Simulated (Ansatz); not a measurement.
PbO$_{2}$:
```
CELL_PARAMETERS angstrom
      5.08113     0.00000     0.00000
      0.00000     5.08113     0.00000
      0.00000     0.00000     3.44392
ATOMIC_POSITIONS crystal
  Pb 0.00000 0.00000 0.00000
  Pb 0.50000 0.50000 0.50000
  O  0.30797 0.30797 0.00000
  O  0.19203 0.80797 0.50000
  O  0.69203 0.69203 0.00000
  O  0.80797 0.19203 0.50000
```

This is the PBE-relaxed structure. x, y and z are the axes in which the lattice vectors are written.

**Question.** All from the program Ansatz at the PBE level (PAW), unless another level is named. Give the Debye temperature from the elastic constants.

**Answer.** 294 K.

**Question.** And the highest zone-centre frequency?

**Answer.** 578 cm^-1.

**Question.** Give the elastic constants (relaxed ions, GPa).

**Answer.** C11 = 119, C12 = 93.2, C13 = 98.5, C33 = 236, C44 = 39.3, C66 = 122.

Space group P4_2/mnm (rutile). The PBE relaxation kept the symmetry of its start; of distortions, only those at the zone centre were tested. As this level gives no gap, shear constants depend on the k-mesh and smearing (Fermi–Dirac, 0.1 eV here). As this level gives no gap, phonon frequencies hold no LO–TO term and depend on the k-mesh and smearing (Fermi–Dirac, 0.1 eV here). Scalar-relativistic: spin–orbit coupling is off unless named, which matters more the heavier the elements.

Potentials: the later of the program's two PAW sets.
